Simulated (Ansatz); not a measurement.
Relaxed-ion elastic tensor of AlCu3 (Cu3Au type, Pm-3m) in GPa (Voigt order), PBEsol in the plane-wave PAW code Ansatz; density 7.54 g/cm³, 11.98 Å³ per atom.

```
 179   138   138   0.0   0.0   0.0
 138   179   138   0.0   0.0   0.0
 138   138   179   0.0   0.0   0.0
 0.0   0.0   0.0  97.2   0.0   0.0
 0.0   0.0   0.0   0.0  97.2   0.0
 0.0   0.0   0.0   0.0   0.0  97.2
```

**Question.** Is the crystal mechanically stable?

**Answer.** Yes: the smallest eigenvalue of C is 41.2 GPa.

**Question.** Work out the Voigt, Reuss and Hill averages.

**Answer.** K_V = 152, K_R = 152, K_H = 152; G_V = 66.6, G_R = 39.0, G_H = 52.8 GPa.

**Question.** Give Young's modulus, Poisson's ratio, Pugh's ratio and the universal anisotropy index.

**Answer.** E = 9KG/(3K + G) = 142 GPa; ν = 0.34; K/G = 2.88 (ductile by the Pugh limit of 1.75); A_U = 5G_V/G_R + K_V/K_R − 6 = 3.52.

**Question.** Estimate the sound speeds and the Debye temperature.

**Answer.** v_l = √((K + 4G/3)/ρ) = 5430 m/s, v_t = √(G/ρ) = 2650 m/s, mean 2970 m/s; Θ = (h/k)(3n/4πV)^(1/3) v_m = 387 K.

**Question.** Give the Zener ratio and Young's modulus along [100], [110] and [111].

**Answer.** A = 2C44/(C11 − C12) = 4.72; 1/E = S11 − 2(S11 − S12 − S44/2)Γ with Γ = 0, 1/4, 1/3 gives 59.1, 136, 240 GPa.

**Question.** Solve the Christoffel equation for the three sound speeds along [100], [110], [111].

**Answer.** Eigenvalues of C_ijkl n_j n_l equal ρv². In km/s, slowest first: [100] 3.59, 3.59, 4.88; [110] 1.65, 3.59, 5.83; [111] 2.47, 2.47, 6.11.

The workflow started from a Materials Project entry (that database holds measured and hypothetical structures alike); the Crystallography Open Database copy checked does not list it. With Al and Cu taken as one species the cell has the higher symmetry Fm-3m, so it may be an ordered model of a mixed-site phase. Whether it is the stable phase at ambient conditions was not checked. The cell was relaxed with PBEsol under the symmetry of its start; of distortions, only those at the zone centre were tested. No spin polarisation was allowed. As this level gives no gap, shear constants depend on the k-mesh and smearing (Fermi–Dirac, 0.1 eV here).

Potentials: the later of the program's two PAW sets.
